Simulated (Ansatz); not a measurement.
Rb (bcc (W type), space group No. 229), a = b = c = 5.573 Å, α = β = γ = 90.00°; the cell used has 1 atom.

Relaxed with PBEsol in the plane-wave PAW code Ansatz. Indices refer to the conventional cell of Im-3m, a = b = c = 5.5726 Å, α = β = γ = 90.00°.

Simulate the powder diffraction pattern (Cu Kα, λ = 1.54184 Å; lines above 1 %) up to 2θ = 90°.

Simulated powder pattern, Cu Kα, λ = 1.54184 Å (kinematic, ideal powder, no thermal factors, no anomalous dispersion; the 30 strongest lines at most, above 1 %, up to 2θ = 90°):

```tsv
2θ (°)	d (Å)	I/Imax (%)	hkl
22.56	3.940	100	(110)
32.12	2.786	20	(200)
39.62	2.275	45	(211)
46.07	1.970	15	(220)
51.89	1.762	20	(310)
57.27	1.609	5.0	(222)
62.35	1.489	23	(321)
67.20	1.393	2.3	(400)
71.88	1.313	11	(411)+(330)
76.44	1.246	6.4	(420)
80.91	1.188	5.5	(332)
85.33	1.138	4.9	(422)
89.72	1.093	13	(431)+(510)
```

Symmetry was held in the PBEsol relaxation.

Potentials: the earlier of the program's two PAW sets. The files were generated under PBE; for other functionals the program regenerates the frozen cores, and for LDA and PBEsol the local potential too.
